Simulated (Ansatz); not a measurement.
# Computed properties of Cu

```yaml
crystal:
  lattice:
    - [0.00000, 1.80750, 1.80750]
    - [1.80750, 0.00000, 1.80750]
    - [1.80750, 1.80750, 0.00000]
  atoms:
    - { symbol: Cu, position: [0.00000, 0.00000, 0.00000] }
```

The geometry is COD entry 5000216, unchecked; take it as a test cell.

The calculation used DFT, PBEsol, all-electron LAPW, scalar-relativistic (Ansatz 0.2.0).

Settings: a Γ-centred 19×19×19 k mesh, Fermi–Dirac smearing of 0.08 eV, basis error target 0.25 meV/atom, no spin polarisation.

| Item | Value |
| --- | --- |
| Band gap | none: with an odd electron count and no spin polarisation the bands can't all be full, a metal in this set-up (spin order or a larger cell could open a gap) |
| Volume per atom | 11.81 Å³ |

Q: Pressure at this cell: what does the calculation give?

A: -6.54 GPa.

Q: Density of states at the Fermi level (0.2 eV bin): what does the calculation give?

A: 0.32 states/eV per cell.
